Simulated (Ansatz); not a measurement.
# VMoSe4: stable or not

The structure comes from a generated guess, relaxed at this level; another structure or a mixture of phases may lie lower.

Method: Ansatz 0.2.0, DFT PBE, scalar-relativistic, plane waves, PAW. Plane waves to 420 eV, a 12×12×4 mesh through Γ for the 6-atom cell and 0.10 eV Gaussian smearing; collinear spin.

```xyz
6
Lattice="3.3296 0.0000 0.0000 -1.6648 2.8836 0.0000 0.0000 0.0000 14.6003" Properties=species:S:1:pos:R:3 pbc="T T T"
V     0.0000    0.0000    0.0000
Mo    0.0000    1.9224    7.3002
Se    0.0000    0.0000    8.9661
Se    0.0000    1.9224    1.6005
Se    0.0000    0.0000    5.6342
Se    0.0000    1.9224   12.9998
```

Energies over the elements count from the elements' standard structures at the same level, with no fitted energy shifts.

Task: These tests were run: energy against the elements; phonons at Γ. What do they show?

Result:

```csv
test,result
energy against the elements,−0.70 eV/atom
phonons at Γ,lowest optical mode 7 cm⁻¹
```

It fails none of these tests. Whether a mixture of other phases lies lower isn't tested here. Phonons away from Γ weren't computed.

No dispersion correction is applied, so the spacing and binding between layers, chains or molecules are poorly described. No Hubbard U is applied to the 3d shell of V. The reference form of Se is held partly by dispersion forces, which this level lacks. The magnetic state reached may not be the lowest. The run for the phonons used a 12×12×4 k mesh and Gaussian smearing of 0.20 eV. The cell carries site moments V 0.9 μB.
